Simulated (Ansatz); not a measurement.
A relaxed cell of ZrAl₃N₄ is given with its symmetry left out. The cell was found from a structure generator's guess, not taken from experiment.

Level of theory: DFT PBE, scalar-relativistic, plane waves, PAW (Ansatz 0.2.0). Cutoff 420 eV, Γ-centred mesh, Gaussian smearing, no spin polarisation.

```
CELL_PARAMETERS angstrom
3.03129 0.00000 0.00000
0.00000 3.03129 0.00000
0.00000 0.00000 8.48839
ATOMIC_POSITIONS crystal
Zr 0.50000 0.50000 0.00000
Al 0.00000 0.00000 0.73319
Al 0.00000 0.00000 0.26681
Al 0.50000 0.50000 0.50000
N 0.00000 0.00000 0.00000
N 0.50000 0.50000 0.26971
N 0.00000 0.00000 0.50000
N 0.50000 0.50000 0.73029
```

Formation energies are uncorrected and refer to the elements' standard structures at the same level (N₂ as a molecule).

Question: Find its symmetry and describe it.

Answer: P4/mmm (No. 123), with Zr and Al ordered on rock salt sites. Conventional cell: a = 3.031 Å, c = 8.488 Å. Zr is surrounded by 4 N at 2.14 Å, 2 N at 2.29 Å, 4 Zr at 3.03 Å and 8 Al at 3.12 Å; Al on a site of symmetry 4mm has 1 N at 1.98 Å, 4 N at 2.14 Å, 1 N at 2.26 Å, 8 Al at 2.92–3.03 Å and 4 Zr at 3.12 Å; around Al on a site of symmetry 4/mmm lie 2 N at 1.95 Å and 4 N at 2.14 Å; around N on a site of symmetry 4/mmm lie 4 Zr at 2.14 Å and 2 Al at 2.26 Å; 2 more sites not described.

Question: How far does it lie from the elements in energy?

Answer: −1.09 eV/atom. A negative formation energy is needed for stability but isn't enough: competing phases decide.

Question: Is it a metal?

Answer: Yes, bands cross the Fermi level on the 12×12×6 mesh.

The last run used a 12×12×6 mesh (in the run's order of axes) for its 8-atom cell and Gaussian smearing of 0.10 eV. Symmetry constrained the relaxation, so the result can be a saddle point.
